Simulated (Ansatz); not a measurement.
**Re3B: do energies and stresses tell the same story?**

Computed with DFT PBEsol, scalar-relativistic, plane waves, PAW in Ansatz.

Cutoff 420 eV; k points 12×12×6 on the computed 8-atom cell (Γ-centred); Gaussian smearing, width 0.10 eV; no spin polarisation.

Relaxed cell: Cmcm, a = 2.881 Å, b = 9.326 Å, c = 7.272 Å, α = 90.00°, β = 90.00°, γ = 90.00°, 8 atoms in the primitive cell. Whether it is the stable form of this composition wasn't checked.

Energies at zero smearing and pressures from the stress tensor, at volumes with shape and atoms relaxed:
```tsv
V (Å³/atom)	E − E(first) (meV/atom)	P (GPa)
10.747	0.00	66.47
11.113	-127.44	45.57
11.479	-210.82	27.84
11.846	-256.78	12.78
12.212	-271.00	0.00
12.579	-258.27	-10.83
12.945	-222.74	-19.99
13.433	-145.93	-29.99
```

Question: Check P = −dE/dV between neighbouring volumes, and get the bulk modulus from the pressures alone.

Answer: With 1 eV/Å³ = 160.2 GPa:
```tsv
middle V (Å³/atom)	−ΔE/ΔV (GPa)	mean P (GPa)
10.930	55.732	56.021
11.296	36.462	36.704
11.663	20.103	20.309
12.029	6.215	6.392
12.395	-5.566	-5.416
12.762	-15.539	-15.412
13.189	-25.191	-24.989
```

The two differ by 0.29 GPa at most. The mean of two end pressures misses the average over a step by about ΔV² P″/12, up to 0.28 GPa here; with that taken off 0.01 GPa remains. Around V = 12.212 Å³/atom, the two neighbours give B = −V ΔP/ΔV = 12.212 × 23.62 / 0.733 = 393.6 GPa, against B0 = 390.8 GPa from the Birch–Murnaghan fit of the energies.

Spin–orbit coupling is left out, which can shift energies with elements as heavy as these.

Cost: 9 runs of about 37 core-minutes in all, on Arm Neoverse V2 (shared hosts).